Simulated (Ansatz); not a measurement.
CoP$_{3}$:
```xyz
16
Lattice="-3.8451 3.8451 3.8451 3.8451 -3.8451 3.8451 3.8451 3.8451 -3.8451" Properties=species:S:1:pos:R:3 pbc="T T T"
Co     1.9226     1.9226    -1.9226
Co     1.9226     1.9226     1.9226
Co     1.9226    -1.9226     1.9226
Co    -1.9226     1.9226     1.9226
P      1.1704     2.7259     3.8451
P      2.6748     1.1192     0.0000
P      5.0155     1.1192     0.0000
P     -1.1704     2.7259     3.8451
P      3.8451     1.1704     2.7259
P      0.0000     2.6748     1.1192
P      0.0000     5.0155     1.1192
P      3.8451    -1.1704     2.7259
P      2.7259     3.8451     1.1704
P      1.1192     0.0000     2.6748
P      1.1192     0.0000     5.0155
P      2.7259     3.8451    -1.1704
```

Relaxed with r²SCAN.

Question: Map the electron localisation function on the plane through (0.000, 0.000, 0.500) spanned by u = [1, 1, 0] and v = [1, -1, 0] in lattice vectors, from DFT-r²SCAN in the program Ansatz with PAW potentials.

Answer: x is the fraction of u, y of v (the angle between them is 90°; rows are the nearest grid lines); atoms in the plane: Co at (0.00, 0.00), Co at (0.50, 0.50), Co at (0.00, 0.50), Co at (0.50, 0.00), P at (0.25, 0.60), P at (0.75, 0.10), P at (0.25, 0.90), P at (0.75, 0.40).
```
|@@%-.:=+*++*+=:.-%@@@%-.:=+*++*+=:.-%@@|
|+=:.:*%@#++#@%*:.:=+=:..::..  ..::..:=+|
|...:+%@%-  -%@%+:.....:-=-:.  .:-=-:...|
|+--=*##-    -##*=--+*####+=-::-=+####*+|
|+-..:-=+****+=-:..-+*##**++====++**##*+|
|+:.   ..::::..   .:+#%%%%#+-::-+#%%%%#+|
|+-.    ......    .-+#%@@%#+:..:+#%@@%#+|
|+:.  .:-=++=-:.  .:+*#%%#*+=--=+*#%%#*+|
|+-::=+++=--=+++=::-+*###*++=--=++*###*+|
|:::=#%%+    +%%#=:::-=***+-:..:-+***=-:|
|...:+%@%-  -%@%+:.....:-=-:.  .:-=-:...|
|@%+:.-#%%##%%#-.:+%@%*-:.::::::::.:-*%@|
|@%*-:.::::::::.:-*%@%+:.-#%%##%%#-.:+%@|
|...:-=-:.  .:-=-:.....:+%@%-  -%@%+:...|
|:-=***+-:..:-+***=-:::=#%%+    +%%#=:::|
|+*###*++=--=++*###*+-::=+++=--=+++=::-+|
|+*#%%#*+=--=+*#%%#*+:.  .:-=++=-:.  .:+|
|+#%@@%#+:..:+#%@@%#+-.    ......    .-+|
|+#%%%%#+-::-+#%%%%#+:.   ..::::..   .:+|
|+*##**++====++**##*+-..:-=+****+=-:..-+|
|+*####+=-::-=+####*+--=*##-    -##*=--+|
|...:-=-:.  .:-=-:.....:+%@%-  -%@%+:...|
|+=:..::..  ..::..:=+=:.:*%@#++#@%*:.:=+|
|@@%-.:=+*++*+=:.-%@@@%-.:=+*++*+=:.-%@@|
```
Scale: ten equal steps from 0.001 (start of ' ') to 0.988 (end of '@'), in the order ' .:-=+*#%@'; x runs from 0.000 to 1.00, y from 0.000 (bottom) to 1.00 (top).

The density is the valence pseudo-density with augmentation charge, so density and ELF within about 1 Å of a nucleus are not all-electron values.

Space group Im-3. The first step of the workflow began from a Materials Project structure, measured or hypothetical; the Crystallography Open Database files this formula in space group No. 204, but the cells were not matched. Whether it is the stable phase at ambient conditions was not checked. The r²SCAN relaxation kept the symmetry of its start; its stability against distortions is not shown here. No spin polarisation was allowed.

Potentials: the later of the program's two PAW sets.
